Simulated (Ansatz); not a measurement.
Data:

Relaxed MgO (rock salt):

```
MgO
1.0
    0.00000     2.10219     2.10219
    2.10219     0.00000     2.10219
    2.10219     2.10219     0.00000
O Mg
1 1
Direct
  0.00000   0.00000   0.00000
  0.50000   0.50000   0.50000
```

In this cell atom 1 (O, nearest neighbour Mg at 2.102 Å; its periodic images, 3.0 Å or more away, move with it) is moved by s along Cartesian x, unit vector (1.000, 0.000, 0.000); all other atoms and the cell stay fixed.

The numbers are results of r2SCAN (plane waves to 500 eV, PAW, scalar-relativistic; Ansatz, a program for electronic structure), not measurements. k mesh 11×11×11 (Γ-centred), Fermi-Dirac smearing 0.05 eV. The energy includes the smearing's −TS. MgO was relaxed with its symmetry unable to fall. ΔE is measured from the undisplaced structure.

The scan covers s from -0.420 to 0.420 Å in 11 points.

**Question.** Is this a single well or a double well?

**Answer.** A single well with its minimum at or next to zero displacement.

**Question.** Is the energy the same for equal positive and negative displacements?

**Answer.** Even: the same for both signs. With its periodic images moving along, the atom's site symmetry in this cell is m-3m.

**Question.** What is the energy change at s = 0.420 Å?

**Answer.** 840 meV/cell.

**Question.** What force acts on the atom along the line at s = -0.420 Å?

**Answer.** 5.81 eV/Å.

**Question.** With two atoms in the cell this is the zone-centre optical mode. What wavenumber follows (transverse: no LO-TO term)?

**Answer.** 398 cm⁻¹.

(A displaced cell: forces are minus the slopes of the energy, force constants its curvatures, and phonons follow from these.)
